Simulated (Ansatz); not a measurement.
CoW:
```xyz
2
Lattice="0.0000 2.4176 2.4176 2.4176 0.0000 2.4176 2.4176 2.4176 0.0000" Properties=species:S:1:pos:R:3 pbc="T T T"
Co     0.0000     0.0000     0.0000
W      2.4176     2.4176     2.4176
```
Starting moments (μB, in the order of the atoms Co W): 0.1 0.0.

Relaxed with r²SCAN. Special points in fractions of this cell's reciprocal vectors: Γ (0.000, 0.000, 0.000); X (0.500, 0.000, 0.500); U (0.625, 0.250, 0.625); K (0.375, 0.375, 0.750); L (0.500, 0.500, 0.500); W (0.500, 0.250, 0.750).

Task: List the band energies nearest the Fermi level at these points for r²SCAN in the plane-wave PAW code Ansatz.

Result: In eV from the Fermi level; about four levels below and three above (degenerate sets whole), none deeper than 8.9 eV; points with the same levels are listed once.

| k | below | above |
|---|---|---|
| Γ ↑ | -4.77 -4.77 -4.32 -4.32 -4.32 | 1.81 1.81 1.81 |
| X ↑ | -3.36 -1.59 -1.59 -1.40 | 1.47 2.09 2.09 |
| U ↑ | -3.33 -3.26 -1.83 -0.55 | 0.25 0.70 1.71 |
| L ↑ | -2.18 -2.18 -1.80 -1.80 -0.44 | 1.31 1.31 3.25 |
| W ↑ | -3.69 -2.03 -1.60 -1.58 | 0.15 0.15 2.07 |
| Γ ↓ | -4.73 -4.73 -4.24 -4.24 -4.24 | 1.91 1.91 1.91 |
| X ↓ | -3.30 -1.43 -1.43 -1.38 | 1.59 2.10 2.10 |
| U ↓ | -3.28 -3.20 -1.68 -0.43 | 0.36 0.73 1.74 |
| L ↓ | -2.17 -2.17 -1.67 -1.67 -0.33 | 1.32 1.32 3.26 |
| W ↓ | -3.63 -1.96 -1.59 -1.42 | 0.26 0.26 2.08 |

Space group Fm-3m (rock salt). The start of the workflow was typed in or built on a structure type; neither database checked (COD, Materials Project) lists it. Its standing as an ambient phase is unchecked. Symmetry was held in the r²SCAN relaxation; its stability against distortions is not shown here. The workflow began spin-polarised and lost its moments. Its formation energy is positive at this level, so the cell may be metastable or incomplete. Other orbital occupations within this spin state were not tried. Spin–orbit coupling is left out wherever it is not named.

Potentials: the earlier of the program's two PAW sets.
